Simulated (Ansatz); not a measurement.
TePtSe in space group P3m1 (No. 156; Te on 1a, Pt on 1b, Se on 1c) under volume change, LDA in the plane-wave PAW code Ansatz, shape and atoms relaxed at each volume.

| V (Å³/atom) | E − E(relaxed) (meV/atom) | P (GPa) |
|---|---|---|
| 19.415 | 52.0 | 9.89 |
| 20.055 | 21.0 | 5.79 |
| 20.695 | 4.7 | 2.48 |
| 21.335 | 0.0 | 0.00 |
| 21.976 | 3.8 | -1.79 |
| 22.616 | 13.4 | -2.94 |
| 23.256 | 26.7 | -3.60 |

**Question.** What does a third-order Birch–Murnaghan fit give for V₀, B₀ and B′?

**Answer.** V₀ = 21.35 Å³/atom, B₀ = 67.5 GPa, B′ = 9.9.

The first step of the workflow began from a Materials Project structure, measured or hypothetical; the Crystallography Open Database copy checked does not list it. With Te and Se taken as one species the cell has the higher symmetry P-3m1, so it may be an ordered model of a mixed-site phase. Whether it is the stable phase at ambient conditions was not checked. The LDA relaxation kept the symmetry of its start; its stability against distortions is not shown here. No spin polarisation was allowed. A crystal of weakly bound layers computed without a dispersion correction: the cell and the soft elastic constants depend strongly on that. Scalar-relativistic: spin–orbit coupling is off unless named, which matters more the heavier the elements.

Potentials: the later of the program's two PAW sets.
